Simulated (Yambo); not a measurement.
AgNO3 (space group R3c, No. 161), G0W0@PBEsol in Yambo with this input:

```
rim_cut
gw0
dyson
el_el_corr
HF_and_locXC
ppa
em1d
RandQpts= 1000000
RandGvec= 1 Ry
EXXRLvcs= 84 Ry
VXCRLvcs= 336 Ry
Chimod= "HARTREE"
% BndsRnXp
 9 | 199 |
%
NGsBlkXp= 7 Ry
% LongDrXp
 1.0 | 1.0 | 1.0 |
%
PPAPntXp= 27.2114 eV
% GbndRnge
 1 | 199 |
%
GTermKind= "BG"
DysSolver= "n"
ExtendOut
```

On a 2×2×2 mesh, with wavefunctions cut at 84 Ry, the gap (F → Γ) is 4.144 eV and the valence edge shifts by -0.935 eV.

Task: What happens with this change: 3 Ry block?

Result: The gap rises by 0.224 eV, to 4.368 eV; the shift of the valence edge becomes -1.108 eV. Neither run is shown to be the converged limit. The mesh misses a band edge: along a dense path the PBEsol gap is 1.72 eV against 1.78 eV on the mesh.

Spin-orbit coupling is not included.

Geometry of the Materials Project entry, not relaxed at this level; primitive cell a = b = c = 6.2017 Å, α = β = γ = 49.09°.

The structure is a Materials Project entry; no match was found in the copy of COD used, and its stability was not checked.

A shift is the quasiparticle energy of the state minus its PBEsol energy.
